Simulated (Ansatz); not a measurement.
Cu Kα1 powder pattern (kinematic, no thermal factors).
2θ (°) (relative intensity): 14.76 (3), 22.21 (3), 29.76 (8), 35.39 (2), 35.66 (12), 36.73 (2), 37.45 (16), 37.51 (48), 39.53 (12), 40.75 (7), 43.57 (100), 45.31 (1), 48.59 (3), 50.46 (1), 56.53 (6), 63.27 (29), 63.35 (30), 63.88 (4), 68.11 (2), 70.59 (1), 71.54 (4), 74.87 (1), 75.89 (7), 75.97 (14), 76.01 (7), 77.30 (2), 79.88 (4), 80.03 (14), 81.27 (1)

The pattern is computed from a structure relaxed with Ansatz, DFT PBE, scalar-relativistic, plane waves, PAW. No spin polarisation. Its elements are Al, Ga, N.

Problem. Give the structure.

Solution. Al$_{3}$Ga$_{2}$N$_{5}$.
Space group R-3m:H (No. 166). a = 2.934 Å, b = 2.934 Å, c = 35.994 Å, α = 90.00°, β = 90.00°, γ = 120.00°
```csv
atom,site,symmetry,x,y,z
Al,3b,-3m,0.6667,0.3333,0.8333
Al,6c,3m,0.3333,0.6667,0.7682
Ga,6c,3m,0.0000,0.0000,0.7012
N,6c,3m,0.3333,0.6667,0.8659
N,6c,3m,0.6667,0.3333,0.7363
N,3a,-3m,0.0000,0.0000,0.0000
```

A pattern alone doesn't exclude other cells with like lines; this is the one computed.

The cell was found from a structure generator's guess, not taken from experiment.
